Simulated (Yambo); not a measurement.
G0W0@PBEsol for CuI (wurtzite, space group P6_3mc, No. 186) in Yambo. Reference settings: 3×3×2 Γ-centred k mesh, bands 17 to 248 and a 6 Ry block in the screening, 248 bands in G with the Bruneval-Gonze terminator, plasmon pole fitted at 27.2 eV. The PBEsol gap Γ → Γ on this mesh is 1.03 eV; G0W0 gaps are taken between the same points.

With and without the terminator, as bands are cut:

| bands in G (in W) | gap, terminator (eV) | gap, none (eV) | valence shift, terminator (eV) | valence shift, none (eV) |
|---|---|---|---|---|
| 110 (248) | 2.130 | 2.112 | -0.502 | -0.027 |
| 168 (248) | 2.078 | 2.023 | -0.550 | -0.252 |
| 248 (248) | 2.050 | 1.980 | -0.561 | -0.369 |

Over this range the gap spans 0.080 eV with the terminator and 0.132 eV without, the valence shift 0.059 eV and 0.342 eV. Neither column has reached its limit for certain.

Spin-orbit coupling is included.

Geometry relaxed with PBEsol; primitive cell a = b = 4.182 Å, c = 6.898 Å, α = β = 90.00°, γ = 120.00°.

This is not the ordinary phase of the substance.

A shift is the quasiparticle energy of the state minus its PBEsol energy.
